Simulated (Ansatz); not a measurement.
PbS:
```
CELL_PARAMETERS angstrom
      4.12376     0.00000     0.00000
     -2.06188     3.57128     0.00000
      0.00000     0.00000     7.31688
ATOMIC_POSITIONS crystal
  Pb 0.00000 0.00000 0.00000
  Pb 0.00000 0.00000 0.50000
  S  0.33333 0.66667 0.25000
  S  0.66667 0.33333 0.75000
```

Relaxed with HSE06. Special points in fractions of this cell's reciprocal vectors: Γ (0.000, 0.000, 0.000); M (0.500, 0.000, 0.000); K (0.333, 0.333, 0.000); A (0.000, 0.000, 0.500); L (0.500, 0.000, 0.500); H (0.333, 0.333, 0.500).

List the band energies nearest the valence-band maximum at these points for HSE06 in the plane-wave PAW code Ansatz.

In eV from the valence-band maximum; about four levels below and three above (degenerate sets whole), none deeper than 8.9 eV; points with the same levels are listed once.

```csv
k,below,above
Γ,-2.73 -2.73 -2.27 -2.27 0.00,0.30 3.53 3.53
M,-3.95 -2.44 -2.24 -1.36,0.36 2.10 2.85
K,-4.47 -4.47 -4.29 -4.29 -0.35,3.13 3.13 3.24 3.24
A,-2.50 -2.50 -2.50 -2.50 -2.00 -2.00,2.84 2.84 3.59 3.59 3.59 3.59
L,-3.38 -3.38 -3.33 -3.33,2.86 2.86 3.10 3.10
H,-2.82 -2.82 -2.63 -2.63,0.70 0.70 4.00 4.00
```

Space group P6_3/mmc (NiAs type). The cell is a constructed one: a structure type filled with these elements; neither database checked (COD, Materials Project) lists it. It is not the phase usual at ambient conditions (space group No. 225). The cell was relaxed with HSE06 under the symmetry of its start; whether a distortion lowers the energy is not shown. The hybrid was solved on a coarse mesh, the path and, where they were found, the r²SCAN edge points; its band edges are the extreme levels among these. Scalar-relativistic: spin–orbit coupling is off unless named, which matters more the heavier the elements.

Potentials: the later of the program's two PAW sets.
